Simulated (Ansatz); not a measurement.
Relaxed bulk Ca:

```cif
data_structure
_symmetry_space_group_name_H-M 'Im-3m'
_symmetry_Int_Tables_number 229
_cell_length_a 4.3230
_cell_length_b 4.3230
_cell_length_c 4.3230
_cell_angle_alpha 90.000
_cell_angle_beta 90.000
_cell_angle_gamma 90.000
_cell_volume 80.79
loop_
_atom_site_label
_atom_site_type_symbol
_atom_site_symmetry_multiplicity
_atom_site_Wyckoff_symbol
_atom_site_fract_x
_atom_site_fract_y
_atom_site_fract_z
_atom_site_occupancy
Ca1 Ca 2 a 0.00000 0.00000 0.00000 1
```

Miller indices refer to the conventional cell of Im-3m (No. 229), a = 4.323 Å, b = 4.323 Å, c = 4.323 Å, α = 90.00°, β = 90.00°, γ = 90.00°.

Consider the (110) slab of 4 planes, 9.2 Å thick with 15 Å of vacuum as cut; outer planes Ca (top) and Ca (bottom), all atoms relaxed.

The calculation used DFT PBEsol, scalar-relativistic, plane waves, PAW (Ansatz). Cutoff 420 eV; k points 10×10×1 on the computed 4-atom cell (Γ-centred); Gaussian smearing, width 0.10 eV; no spin polarisation. A dipole correction removes the field between periodic images along c.

(1) Estimate the surface energy (mean of both faces).

(2) Predict the work function.

(3) The top two planes lie 3.057 Å apart in the bulk. How does relaxation change this?

In some of the runs charge leaks into the vacuum, so their work functions can be off.

Answers

(1) 0.51 J/m².

(2) 2.79 eV.

(3) The spacing becomes 2.929 Å (-4.2 %).

The reference crystal is the bcc form of Ca, which isn't its usual structure.